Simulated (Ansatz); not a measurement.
TaN:
Space group P-6m2 (No. 187); a = 2.9239 Å, b = 2.9239 Å, c = 2.8705 Å, α = 90.00°, β = 90.00°, γ = 120.00°

```
atom  site  symmetry       x       y       z
----  ----  --------  ------  ------  ------
Ta      1b      -6m2  0.0000  0.0000  0.5000
N       1e      -6m2  0.6667  0.3333  0.0000
```

Relaxed with PBEsol. PBEsol (plane waves, PAW; program Ansatz) gives no gap.

Question: What gap does HSE06 give on the same cell (Ansatz, PAW)?

Answer: It stays without a gap at the points solved. The hybrid was solved on a coarser mesh and at special points; the gap given is the minimum over both. On such a mesh it can open a false gap in a semimetal.

| k | v1 PBEsol | c1 PBEsol | v1 HSE06 | c1 HSE06 |
|---|---|---|---|---|
| Γ | -3.27 | 1.97 | … | … |
| A | -0.42 | -0.42 | 0.00 | 0.00 |
| K | -0.19 | 0.73 | … | … |
| H | -0.67 | 4.26 | … | … |
| M | -3.52 | 2.73 | -4.04 | 3.72 |
| L | -0.64 | 3.93 | … | … |

Question: Top valence (v1) and lowest conduction level (c1) in eV from each method's valence maximum (which need not be a listed point): supply the withheld HSE06 values.

Answer: 
- L, v1 HSE06: -0.86
- L, c1 HSE06: 4.94
- H, v1 HSE06: -0.85
- H, c1 HSE06: 5.40
- Γ, v1 HSE06: -3.75
- Γ, c1 HSE06: 2.75
- K, v1 HSE06: -0.11
- K, c1 HSE06: 1.54

Cost on shared cores: the PBEsol run (SCF on a 16×16×14 mesh, then bands and DOS) about 15 core-seconds (a rough figure), the HSE06 run (SCF on 8×8×7, then a few points) very roughly 40 core-seconds; the tasks are unlike.

The workflow started from a Materials Project entry (that database holds measured and hypothetical structures alike); the Crystallography Open Database files this formula in space group No. 187, but the cells were not matched. It is not the phase usual at ambient conditions (space group No. 189). The PBEsol relaxation kept the symmetry of its start; whether a distortion lowers the energy is not shown. No spin polarisation was allowed. A small band overlap can be real or an error of a semilocal functional. Scalar-relativistic: spin–orbit coupling is off unless named, which matters more the heavier the elements.

Potentials: the earlier of the program's two PAW sets. The files were generated under PBE; for other functionals the program regenerates the frozen cores, and for LDA and PBEsol the local potential too.
